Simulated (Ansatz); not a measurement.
Theory: DFT PBE, scalar-relativistic, plane waves, PAW in Ansatz. All cells share a 420 eV cutoff and Γ-centred k meshes spaced about 0.3 Å⁻¹ or finer (0.25 for metals, 2π included). No spin polarisation.

These are static total energies at zero pressure.

Two forms of PdCl₄ were relaxed alike.

A. Space group I4/mmm (No. 139), tetragonal, a = 7.147 Å, c = 5.483 Å. Pd is surrounded by 4 Cl at 2.29 Å; Cl has 1 Pd at 2.29 Å.

B. Space group Pmmm (No. 47), orthorhombic, a = 2.815 Å, b = 7.585 Å, c = 10.347 Å. Around Pd lie 4 Cl at 2.31 Å and 2 Pd at 2.81 Å; Cl has 1 Pd at 2.31 Å.

**Question.** Which would you expect to be lower, and how large is the difference?

**Answer.** They are level within the accuracy (2 meV/atom apart, with B the lower in these runs). A has space group I4/mmm (No. 139), 28.0 Å³/atom and no gap on its mesh; B has space group Pmmm (No. 47), 44.2 Å³/atom and no gap. Both come from trial cells of a structure search, whose lowest cell (Pnnm, 27.5 Å³/atom) lies 90 meV/atom below the lower of the two.

The k mesh leaves some 4 meV/atom of noise in the energy of each metallic cell. No dispersion correction is applied, so the spacing and binding between layers, chains or molecules are poorly described (I4/mmm, Pmmm), and this can change margins and order among such cells. Trial moments fell under 0.15 μB along the way in I4/mmm and Pmmm; another start might hold them. With atoms moved at random, B came back. A had no clear such test and can be a saddle point. Some candidate types were left out of the draw beforehand, so a known form may be missing.
